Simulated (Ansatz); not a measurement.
SbTePd in space group P2_13 (No. 198; Pd on 4a, Sb on 4a, Te on 4a), plane-wave PAW LDA (Ansatz code), all energies at zero smearing, with the estimated change up to a 700 eV cutoff added, with one set of potentials and settings (totals compare only within such a set). Cell of 12 atoms (4 Pd, 4 Sb, 4 Te): -80035.271 eV.

```
element              reference phase  E (eV/atom)
-------  ---------------------------  -----------
Pd        Fm-3m, 1 atoms in the cell   -6844.5892
Sb         R-3m, 2 atoms in the cell   -6335.8223
Te       P3_121, 3 atoms in the cell   -6827.2001
```

Formation energy per atom, worked out: (-80035.271 − 4×(-6844.5892) − 4×(-6335.8223) − 4×(-6827.2001))/12 = -0.402 eV/atom (-39 kJ per mol of atoms), at 0 K, without zero-point energy or fitted corrections.

The workflow started from an entry of the Crystallography Open Database (COD). Whether it is the stable phase at ambient conditions was not checked. Symmetry was held in the LDA relaxation; of distortions, only those at the zone centre were tested. No spin polarisation was allowed. The references are the lowest solids computed at this level, not always the standard phases. Scalar-relativistic: spin–orbit coupling is off unless named, which matters more the heavier the elements.

Potentials: the later of the program's two PAW sets.
